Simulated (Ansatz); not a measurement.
Recipe of this trial structure of Zn2Si2N: random cell by space group and Wyckoff sites (Cmmm, No. 65). The dimensions are guesses.

Space group Cmmm (No. 65). a = 6.200 Å, b = 6.444 Å, c = 3.372 Å, α = 90.00°, β = 90.00°, γ = 90.00°
```csv
atom,site,symmetry,x,y,z
Zn,4g,2mm,0.2575,0.0000,0.0000
Si,4j,m2m,0.5000,0.7459,0.5000
N,2b,mmm,0.5000,0.0000,0.0000
```

Computed with DFT PBE, scalar-relativistic, plane waves, PAW in Ansatz 0.2.0. Cutoff 420 eV, Gaussian smearing, Γ-centred meshes. Cell and atoms relax first on a coarse mesh and then on a finer one. In between, the cell is made exact in the group found at 0.06 Å. In metals the finer mesh still leaves noise of several meV/atom or more. The steps can't lower the symmetry of their start. No spin polarisation in the relaxation; trial moments died out in a coarse test.

A guess keeps its type if space group and coordination stay and the shape of the cell changes little (axis ratios within about 15 %, angles within 6°); the volume may change.

Question: Does this structure survive the relaxation?

Answer: It doesn't keep its type. The symmetry stays Cmmm (No. 65). The volume per atom grows by 19.6 %, from 13.5 to 16.1 Å³. The shortest distance goes from 1.50 Å (Zn–N) to 1.87 Å (Si–N). Counting neighbours within 15 % of an atom's shortest distance, the start has N 2, Si 2, Zn 1 and the end N 4, Si 2, Zn 6. In detail, at the end Zn is surrounded by 2 Zn at 2.58 Å and 4 Si at 2.71 Å; Si has 2 N at 1.87 Å, 3 Si at 2.58–2.72 Å and 4 Zn at 2.71 Å; N has 4 Si at 1.87 Å.

```
CELL_PARAMETERS angstrom
2.97273 -5.26017 0.00000
2.97273 5.26017 0.00000
0.00000 0.00000 2.57536
ATOMIC_POSITIONS crystal
Zn 0.83314 0.16686 0.00000
Zn 0.16686 0.83314 0.00000
Si 0.72890 0.72890 0.50000
Si 0.27110 0.27110 0.50000
N 0.50000 0.50000 0.00000
```

Formation energies are uncorrected and refer to the elements' standard structures at the same level (N₂ as a molecule).

Question: At what energy does it end?

Answer: +0.33 eV/atom. The separate elements lie lower, so it is unstable against them.

The last run used an 8×8×14 mesh (in the run's order of axes) for its 5-atom cell and Gaussian smearing of 0.10 eV. Weakly bound directions are ill-defined at this level, which has no dispersion term. Symmetry constrained the relaxation, so the result can be a saddle point. Another cell of Zn2Si2N relaxed alike, in P-6m2, lies 137 meV/atom lower, so this cell isn't the stable form at this level.
